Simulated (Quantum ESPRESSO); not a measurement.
# In3GaNO4F: input and log of a self-consistent run

Simulated, not a measurement. The program is pw.x of Quantum ESPRESSO 7.5 (plane-wave density functional theory). The cell is made up: 10 atoms on a corundum lattice, with randomly drawn elements, strain and displacements, not relaxed. PseudoDojo standard norm-conserving files (v0.5 for PBE, v0.4.1 for LDA and PBEsol) set the functional; there is no spin polarisation, spin-orbit coupling or dispersion term, and the masses in the input are unused placeholders.

Input:

```
&control calculation='scf', pseudo_dir='./dojo.nc.sr.pbe.v0_5.standard.upf', outdir='./o', disk_io='low', tprnfor=.true., tstress=.true. /
&system ibrav=0, nat=10, ntyp=5, nbnd=54, ecutwfc=84.00895049, nosym=.true., tot_charge=0,
 occupations='smearing', smearing='fd', degauss=0.0073498644
/
&electrons conv_thr=7.350e-09, electron_maxstep=60, /
ATOMIC_SPECIES
F 1.0 F.upf
Ga 1.0 Ga.upf
In 1.0 In.upf
N 1.0 N.upf
O 1.0 O.upf
CELL_PARAMETERS angstrom
2.757 1.5918 4.8826
-2.757 1.5918 4.8826
0.0 -3.1835 4.8826
ATOMIC_POSITIONS angstrom
In 0.178 -0.12 5.2193
In 0.0134 -0.0165 2.195
Ga -0.0586 -0.1061 9.4551
In -0.0043 0.1356 12.6417
N -1.0634 1.5658 8.5783
O -0.8739 -1.7654 8.5236
O 1.7894 0.1596 8.5966
O 1.1442 -1.5949 6.0732
O 0.7941 1.7585 6.056
F -1.8692 -0.1487 6.0043
K_POINTS automatic
7 7 7 1 1 1
```

The log is shortened where brackets say so; the opening notice, blank lines, dates and the lines on written files are dropped, and the path of the files is cut. It prints rydbergs, bohrs and kilobars, and counts compression as positive stress.

```
     Program PWSCF v.7.5
     Parallel version (MPI & OpenMP), running on       4 processor cores
     Number of MPI processes:                 4
     Threads/MPI process:                     1
     [start-up lines left out]
     bravais-lattice index     =            0
     lattice parameter (alat)  =      11.0148  a.u.
     unit-cell volume          =     867.5913 (a.u.)^3
     number of atoms/cell      =           10
     number of atomic types    =            5
     number of electrons       =        88.00
     number of Kohn-Sham states=           54
     kinetic-energy cutoff     =      84.0090  Ry
     charge density cutoff     =     336.0358  Ry
     scf convergence threshold =      7.3E-09
     mixing beta               =       0.7000
     number of iterations used =            8  plain     mixing
     Exchange-correlation= PBE
                           (   1   4   3   4   0   0   0)
     [axes and pseudopotential details left out]
   Cartesian axes
     site n.     atom                  positions (alat units)
         1        In     tau(   1) = (   0.0305381  -0.0205875   0.8954363  )
         2        In     tau(   2) = (   0.0022989  -0.0028308   0.3765798  )
         3        Ga     tau(   3) = (  -0.0100536  -0.0182028   1.6221409  )
         4        In     tau(   4) = (  -0.0007377   0.0232639   2.1688421  )
         5        N      tau(   5) = (  -0.1824396   0.2686326   1.4717149  )
         6        O      tau(   6) = (  -0.1499285  -0.3028765   1.4623304  )
         7        O      tau(   7) = (   0.3069940   0.0273814   1.4748545  )
         8        O      tau(   8) = (   0.1963018  -0.2736251   1.0419336  )
         9        O      tau(   9) = (   0.1362378   0.3016927   1.0389827  )
        10        F      tau(  10) = (  -0.3206847  -0.0255113   1.0301129  )
     number of k points=   172  Fermi-Dirac smearing, width (Ry)=  0.0073
     Number of k-points >= 100: set verbosity='high' to print them.
     Dense  grid:    90239 G-vectors     FFT dimensions: (  72,  72,  72)
     Estimated max dynamical RAM per process >     553.31 MB
     Estimated total dynamical RAM >       2.10 GB
     Initial potential from superposition of free atoms
     starting charge      87.9856, renormalised to      88.0000
     Starting wfcs are   60 randomized atomic wfcs
     total cpu time spent up to now is       32.3 secs
     per-process dynamical memory:   503.9 Mb
     Self-consistent Calculation
     iteration #  1     ecut=    84.01 Ry     beta= 0.70
     Davidson diagonalization with overlap
     ethr =  1.00E-02,  avg # of iterations =  3.1
     total cpu time spent up to now is      126.0 secs
     total energy              =    -752.70406308 Ry
     estimated scf accuracy    <       2.74160433 Ry
     iteration #  2     ecut=    84.01 Ry     beta= 0.70
     Davidson diagonalization with overlap
     ethr =  3.12E-03,  avg # of iterations =  3.3
     total cpu time spent up to now is      233.4 secs
     total energy              =    -753.19458091 Ry
     estimated scf accuracy    <       4.69579729 Ry
     iteration #  3     ecut=    84.01 Ry     beta= 0.70
     Davidson diagonalization with overlap
     ethr =  3.12E-03,  avg # of iterations =  2.0
     total cpu time spent up to now is      312.2 secs
     total energy              =    -754.03747744 Ry
     estimated scf accuracy    <       0.25377613 Ry
     iteration #  4     ecut=    84.01 Ry     beta= 0.70
     Davidson diagonalization with overlap
     ethr =  2.88E-04,  avg # of iterations =  2.4
     total cpu time spent up to now is      393.5 secs
     total energy              =    -754.08260040 Ry
     estimated scf accuracy    <       0.01263014 Ry
     iteration #  5     ecut=    84.01 Ry     beta= 0.70
     Davidson diagonalization with overlap
     c_bands:  1 eigenvalues not converged
     ethr =  1.44E-05,  avg # of iterations = 12.6
     total cpu time spent up to now is      505.0 secs
     total energy              =    -754.08465397 Ry
     estimated scf accuracy    <       0.01388321 Ry
     [iterations 6 to 8 left out]
     iteration #  9     ecut=    84.01 Ry     beta= 0.70
     Davidson diagonalization with overlap
     ethr =  1.86E-08,  avg # of iterations =  3.1
     total cpu time spent up to now is      824.1 secs
     total energy              =    -754.08707973 Ry
     estimated scf accuracy    <       0.00000572 Ry
     iteration # 10     ecut=    84.01 Ry     beta= 0.70
     Davidson diagonalization with overlap
     ethr =  6.50E-09,  avg # of iterations =  2.0
     total cpu time spent up to now is      914.9 secs
     total energy              =    -754.08708061 Ry
     estimated scf accuracy    <       0.00000063 Ry
     iteration # 11     ecut=    84.01 Ry     beta= 0.70
     Davidson diagonalization with overlap
     ethr =  7.13E-10,  avg # of iterations =  2.7
     total cpu time spent up to now is      998.3 secs
     total energy              =    -754.08708063 Ry
     estimated scf accuracy    <       0.00000025 Ry
     iteration # 12     ecut=    84.01 Ry     beta= 0.70
     Davidson diagonalization with overlap
     ethr =  2.79E-10,  avg # of iterations =  2.1
     total cpu time spent up to now is     1079.1 secs
     total energy              =    -754.08708070 Ry
     estimated scf accuracy    <       0.00000004 Ry
     iteration # 13     ecut=    84.01 Ry     beta= 0.70
     Davidson diagonalization with overlap
     ethr =  4.03E-11,  avg # of iterations =  3.0
     total cpu time spent up to now is     1174.6 secs
     End of self-consistent calculation
     [lines on levels left out]
!    total energy              =    -754.08708070 Ry
     estimated scf accuracy    <          2.4E-09 Ry
     smearing contrib. (-TS)   =      -0.00059721 Ry
     internal energy E=F+TS    =    -754.08648350 Ry
     The total energy is F=E-TS. E is the sum of the following terms:
     one-electron contribution =    -194.25434245 Ry
     hartree contribution      =     172.24900820 Ry
     xc contribution           =    -213.19860387 Ry
     ewald contribution        =    -518.88254537 Ry
     convergence has been achieved in  13 iterations
     Forces acting on atoms (cartesian axes, Ry/au):
     atom    1 type  3   force =    -0.02970761    0.08899738   -0.04980150
     atom    2 type  3   force =    -0.00918406    0.05259786    0.00851287
     atom    3 type  2   force =    -0.01291228   -0.01060830   -0.05544538
     atom    4 type  3   force =    -0.03626133   -0.10697356    0.01645797
     atom    5 type  4   force =     0.01731655   -0.04877145   -0.00385203
     atom    6 type  5   force =     0.03898871    0.04611318    0.02894522
     atom    7 type  5   force =    -0.02491561    0.01537681    0.01487252
     atom    8 type  5   force =     0.05805552   -0.06827561    0.03749013
     atom    9 type  5   force =     0.00858016    0.04178230   -0.00111933
     atom   10 type  1   force =    -0.00996004   -0.01023861    0.00393953
     Total force =     0.224328     Total SCF correction =     0.000176
     Computing stress (Cartesian axis) and pressure
          total   stress  (Ry/bohr**3)                   (kbar)     P=       20.95
  -0.00000869  -0.00020145  -0.00018191           -1.28      -29.63      -26.76
  -0.00020145   0.00028521   0.00008108          -29.63       41.96       11.93
  -0.00018191   0.00008108   0.00015080          -26.76       11.93       22.18
     init_run     :     30.43s CPU     31.29s WALL (       1 calls)
     electrons    :   1135.25s CPU   1142.43s WALL (       1 calls)
     forces       :      6.63s CPU      6.73s WALL (       1 calls)
     stress       :     23.36s CPU     23.41s WALL (       1 calls)
     [timing details left out]
     PWSCF        :  19m56.86s CPU  20m 5.41s WALL
     JOB DONE.
```

In other units: free energy -10259.877 eV for the cell, pressure 2.10 GPa, largest force component 2.750 eV/Å. A rerun of a related cell, with the same atoms placed differently, at a cutoff of 1437 eV and k mesh 9 x 9 x 9 moved values by no more than 0.003 eV in energy, 0.03 GPa in stress and 0.002 eV/Å in force.